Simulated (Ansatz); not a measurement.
Input:

TiO$_{2}$:
Space group Pbca (No. 61); a = 5.0762 Å, b = 9.0883 Å, c = 5.3892 Å, α = β = γ = 90.00°

| atom | site | symmetry | x | y | z |
|---|---|---|---|---|---|
| Ti | 8c | 1 | 0.1385 | 0.3711 | 0.4033 |
| O | 8c | 1 | 0.3149 | 0.4896 | 0.1484 |
| O | 8c | 1 | 0.4652 | 0.2699 | 0.3906 |

This is the LDA-relaxed structure.

All from LDA in the plane-wave PAW code Ansatz, unless another level is named. Estimate the hole effective mass.

1.4, 1.4, 1.6 mₑ (principal values).

Predict the band gap.

2.32 eV (direct).

What about the weight of the conduction-edge state by species (Voronoi cells)?

Ti 77 %, O 23 %.

Next, the weight of the valence-edge state by species (Voronoi cells)?

O 97 %, Ti 3 %.

The cell was relaxed with LDA under the symmetry of its start; phonons on a q-mesh show no instability. The run is not spin-polarised.

Potentials: the later of the program's two PAW sets.
